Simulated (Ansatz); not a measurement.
Data:

IrRu:
Space group R-3m, hexagonal axes (No. 166); a = 2.669 Å, b = 2.669 Å, c = 13.102 Å, α = 90.00°, β = 90.00°, γ = 120.00°

```json
[
 {"atom": "Ru", "site": "3b", "symmetry": "-3m", "x": "0.0000", "y": "0.0000", "z": "0.5000"},
 {"atom": "Ir", "site": "3a", "symmetry": "-3m", "x": "0.0000", "y": "0.0000", "z": "0.0000"}
]
```
(The calculation used a cell of 2 atoms; values per cell refer to that cell.)

This is the LDA-relaxed structure.

Problem. All from LDA (plane waves, PAW; program Ansatz), unless another level is named. Give the formation energy from the elements (no fitted shifts).

Solution. -0.011 eV/atom.

Problem. Give the density of states at the Fermi level.

Solution. 0.87 states/eV per atom (mean over ±0.08 eV).

The workflow started from a Materials Project entry (that database holds measured and hypothetical structures alike); the Crystallography Open Database copy checked does not list it. With Ru and Ir taken as one species the cell has the higher symmetry Fm-3m, so it may be an ordered model of a mixed-site phase. Whether it is the stable phase at ambient conditions was not checked. The cell was relaxed with LDA under the symmetry of its start; its stability against distortions is not shown here. No spin polarisation was allowed. Axis ratios of metals converge slowly with the k-mesh, so a and c are less sure than the volume. The references are the lowest solids computed at this level, not always the standard phases. Spin–orbit coupling is left out wherever it is not named.

Potentials: the later of the program's two PAW sets.
